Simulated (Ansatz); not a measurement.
ZrSeS:
```
CELL_PARAMETERS angstrom
      3.64680     0.00000     0.00000
     -1.82340     3.15822     0.00000
      0.00000     0.00000     5.81575
ATOMIC_POSITIONS crystal
  Zr 0.00000 0.00000 0.01335
  Se 0.66667 0.33333 0.73302
  S  0.33333 0.66667 0.25363
```

Relaxed with LDA. Special points in fractions of this cell's reciprocal vectors: Γ (0.000, 0.000, 0.000); M (0.500, 0.000, 0.000); K (0.333, 0.333, 0.000); A (0.000, 0.000, 0.500); L (0.500, 0.000, 0.500); H (0.333, 0.333, 0.500).

List the band energies nearest the valence-band maximum at these points for DFT-LDA in the program Ansatz with PAW potentials.

In eV from the valence-band maximum; about four levels below and three above (degenerate sets whole), none deeper than 8.9 eV; points with the same levels are listed once.

```
k                          below           above
-  -----------------------------  --------------
Γ    -3.09 -3.09 -0.02 0.00 0.00  1.11 1.11 1.65
M        -2.97 -2.84 -2.37 -1.39  0.49 2.88 3.26
K        -3.70 -2.74 -2.30 -1.79  1.88 2.58 3.01
A  -3.02 -3.02 -2.47 -0.25 -0.25  1.06 1.06 2.14
L        -3.06 -2.77 -0.98 -0.96  0.25 2.88 3.22
H        -3.50 -2.68 -2.14 -2.13  1.94 2.19 2.30
```

Space group P3m1. The first step of the workflow began from a Materials Project structure, measured or hypothetical; the Crystallography Open Database copy checked does not list it. With Se and S taken as one species the cell has the higher symmetry P-3m1, so it may be an ordered model of a mixed-site phase. Whether it is the stable phase at ambient conditions was not checked. The LDA relaxation kept the symmetry of its start; its stability against distortions is not shown here. The run is not spin-polarised. A crystal of weakly bound layers computed without a dispersion correction: the cell and the soft elastic constants depend strongly on that. Scalar-relativistic: spin–orbit coupling is off unless named, which matters more the heavier the elements.

Potentials: the later of the program's two PAW sets.
